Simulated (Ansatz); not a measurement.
One crystal and one scan (energy over volume and axial ratio) at two levels, PBE (plane waves to 420 eV, PAW, scalar-relativistic; Ansatz, a first-principles code) and r2SCAN (plane waves to 500 eV, PAW, scalar-relativistic; Ansatz), each from its own relaxed cell and on its own mesh. The cell shown is that of PBE.

SrO (rock salt)

```
SrO
1.0
    0.00000     2.59750     2.59750
    2.59750     0.00000     2.59750
    2.59750     2.59750     0.00000
O Sr
1 1
Direct
  0.00000   0.00000   0.00000
  0.50000   0.50000   0.50000
```

Grid over V/V₀ and (c/a)/(c/a)₀, subscript 0 meaning the relaxed cell; the conventional c axis lies along z; no internal relaxation.

E stands for the smeared free energy. SrO was relaxed with its symmetry unable to fall. Percentages come from the unrounded values. Both scans cover V/V₀ from 0.960 to 1.040 and (c/a)/(c/a)₀ from 0.880 to 1.120.

```tsv
quantity	PBE	r2SCAN	PBE − r2SCAN
Lattice constant a (Å)	5.195	5.160	+0.035 (+0.7 %)
Shear modulus C′ = (C11 − C12)/2 (fit, atoms clamped) (GPa)	56	67	-11 (-16 %)
```

PBE gives the higher value for: lattice constant a. PBE gives the lower value for: shear modulus C′.

(Under strain, the slope of the energy per volume gives the stress and its curvature an elastic modulus.)
